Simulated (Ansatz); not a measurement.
GaN:
```
GaN
1.0
   -1.42650     1.42650     2.46953
    1.42650    -1.42650     2.46953
    1.42650     1.42650    -2.46953
Ga N
1 1
Cartesian
  0.00000   0.00000   3.73502
  0.00000   0.00000   1.77204
```

Tensor components refer to the Cartesian frame of this cell.

Give the proper piezoelectric stress tensor with relaxed ions from r²SCAN in the plane-wave PAW code Ansatz.

In C/m², rows x, y, z, Voigt columns; mesh uncertainty up to 0.01.
```
 0.00   0.00   0.00   0.00  -1.25   0.00
 0.00   0.00   0.00  -1.25   0.00   0.00
-0.12  -0.12  -2.53   0.00   0.00   0.00
```

The elastic tensor of the same run (GPa):

```
 572  34.0   101   0.0   0.0   0.0
34.0   572   101   0.0   0.0   0.0
 101   101   287   0.0   0.0   0.0
 0.0   0.0   0.0   140   0.0   0.0
 0.0   0.0   0.0   0.0   140   0.0
 0.0   0.0   0.0   0.0   0.0  21.9
```

Convert to strain constants d = e·S.

In pC/N:
```
 0.0   0.0   0.0   0.0  -8.9   0.0
 0.0   0.0   0.0  -8.9   0.0   0.0
 1.4   1.4  -9.9   0.0   0.0   0.0
```

Space group I4mm. The workflow started from a Materials Project entry (that database holds measured and hypothetical structures alike); the Crystallography Open Database copy checked does not list it. It is not the phase usual at ambient conditions (space group No. 186, 216). The r²SCAN relaxation kept the symmetry of its start; of distortions, only those at the zone centre were tested.

Potentials: the earlier of the program's two PAW sets.
